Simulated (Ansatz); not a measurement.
Consider a crystal of K4Br3 in space group Cmmm (No. 65), with K on 8n; Br on 4f and 2b.

The calculation used Ansatz, DFT PBE, scalar-relativistic, plane waves, PAW. Cutoff 420 eV, Γ-centred mesh, Gaussian smearing, no spin polarisation.

Formation energies are uncorrected and refer to the elements' standard structures at the same level. The references include crystalline Br.

Question: Predict the relaxed structure.

Answer:

Space group Cmmm (No. 65). a = 9.392 Å, b = 9.672 Å, c = 8.844 Å, α = 90.00°, β = 90.00°, γ = 90.00°
```tsv
atom	site	symmetry	x	y	z
K	8n	m..	0.5000	0.2424	0.7481
Br	4f	..2/m	0.2500	0.7500	0.5000
Br	2b	mmm	0.5000	0.0000	0.0000
```

K is surrounded by 3 Br at 3.21–3.23 Å; around Br on a site of symmetry 2/m lie 4 K at 3.21 Å; around Br on a site of symmetry mmm lie 4 K at 3.23 Å. Another local minimum with the same sites may exist.

Question: And its energy and gap?

Answer: The formation energy is −1.32 eV/atom and the gap on the 6×6×4 mesh of the 7-atom cell is 0 eV (a metal). Whether it is stable depends on the other phases of the system, which aren't compared here.

The last run used Gaussian smearing of 0.10 eV. An odd number of electrons in the primitive cell allows no gap without spin; a larger cell or a magnetic state could open one. The reference form of Br is held partly by dispersion forces, which this level lacks. A structure relaxed within its symmetry needn't be a true minimum.
